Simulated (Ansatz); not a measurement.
This cell of TiSi₂ (C54 type, space group Fddd) is off equilibrium:

```yaml
crystal:
  lattice:
    - [0.00000, 8.26485, 8.56481]
    - [2.40310, 0.00000, 4.28241]
    - [2.40310, 4.13243, 0.00000]
  atoms:
    - { symbol: Si, position: [0.34343, 0.32541, 0.65923] }
    - { symbol: Si, position: [0.81958, 0.34857, 0.66680] }
    - { symbol: Si, position: [0.15540, 0.66284, 0.36973] }
    - { symbol: Si, position: [0.68159, 0.66319, 0.30425] }
    - { symbol: Si, position: [0.30542, 0.90143, 0.58320] }
    - { symbol: Si, position: [0.78157, 0.92459, 0.59077] }
    - { symbol: Si, position: [0.44341, 0.58681, 0.94575] }
    - { symbol: Si, position: [0.96960, 0.58716, 0.88027] }
    - { symbol: Ti, position: [0.00822, 0.99815, 0.00565] }
    - { symbol: Ti, position: [0.49178, 0.00185, 0.99435] }
    - { symbol: Ti, position: [0.11678, 0.25185, 0.24435] }
    - { symbol: Ti, position: [0.63322, 0.24815, 0.25565] }
```

Calculation: PBE (plane waves to 420 eV, PAW, scalar-relativistic; Ansatz, a program for electronic structure). k mesh 7×13×13 (Γ-centred), Fermi-Dirac smearing 0.05 eV. Compression counts positive. With partly filled bands, energies and forces of such displacements shift with the k mesh and the smearing. The PAW data are Ansatz's earlier set. TiSi2 is run without spin polarisation. TiSi2 was relaxed with its symmetry unable to fall.

**Question.** What forces act on the atoms (eV/Å, Cartesian)?

**Answer.** 
| atom | Fx | Fy | Fz |
|---|---|---|---|
| Si1 | 0.238 | -0.672 | -0.297 |
| Si2 | -0.193 | 0.330 | 0.297 |
| Si3 | -0.876 | -0.433 | 1.458 |
| Si4 | 0.247 | 0.028 | -0.272 |
| Si5 | 0.193 | -0.330 | -0.297 |
| Si6 | -0.238 | 0.672 | 0.297 |
| Si7 | -0.247 | -0.028 | 0.272 |
| Si8 | 0.876 | 0.433 | -1.458 |
| Ti9 | -0.115 | -0.866 | -0.619 |
| Ti10 | 0.073 | 0.973 | 0.573 |
| Ti11 | 0.115 | 0.866 | 0.619 |
| Ti12 | -0.073 | -0.973 | -0.573 |

**Question.** What is the stress tensor (GPa)?

**Answer.** 
```
    0.8      0.4     -1.0
    0.4      1.7     -1.1
   -1.0     -1.1      2.0
```
The pressure, a third of the trace, is 1.5 GPa.

(For displaced atoms, the force is minus the slope of the energy, and its curvature is a force constant, which sets phonon frequencies.)
